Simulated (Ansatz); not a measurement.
## HfB₂: ¹⁷⁹Hf nuclear quadrupole resonance

Cell: a structure deposited in the COD, whose atoms a relaxation with PBE at fixed cell left in place.

```
Hf B
1.0
     3.14000    0.00000    0.00000
    -1.57000    2.71932    0.00000
     0.00000    0.00000    3.48000
Hf B
1 2
Direct
  0.00000 0.00000 0.00000
  0.33333 0.66667 0.50000
  0.66667 0.33333 0.50000
```

Atom numbers follow the list; atoms alike are taken as one site, whose name carries the number of the first.

Method: Kohn–Sham DFT in Ansatz, PBE, plane waves and PAW, scalar-relativistic, 420 eV cutoff, Γ-centred 17×17×13 k-points, Fermi–Dirac smearing 0.05 eV.

¹⁷⁹Hf: I = 9/2, Q = 3793 mb (year-2017 value). Static lattice, zero field.

Problem. Predict the zero-field ¹⁷⁹Hf lines of each site.

Solution. For I = 9/2 and η = 0 the lines are |C_Q|/24 times 1, 2, 3 and 4; η shifts the lowest up most.

```json
{"site": "Hf", "atoms": "1", "V_zz (10²¹ V/m²)": "10.65", "C_Q (MHz)": "977", "η": "0.00", "line frequencies (MHz)": "40.7, 81.4, 122.1, 162.8"}
```

Problem. And for 177Hf (I = 7/2, Q = 3365 mb) on Hf?

Solution. C_Q scales with Q to 866 MHz, with lines at 61.9, 123.8, 185.6 MHz.

An axis of threefold or higher order runs through Hf, so V_zz lies along it and η is zero.

With no gap above 0.1 eV, as in a metal, the gradients converge slowly in k; expect changes of a tenth or more on a denser mesh. Without spin–orbit coupling the gradients at and beside Hf can be off by some per cent, at some sites by more.
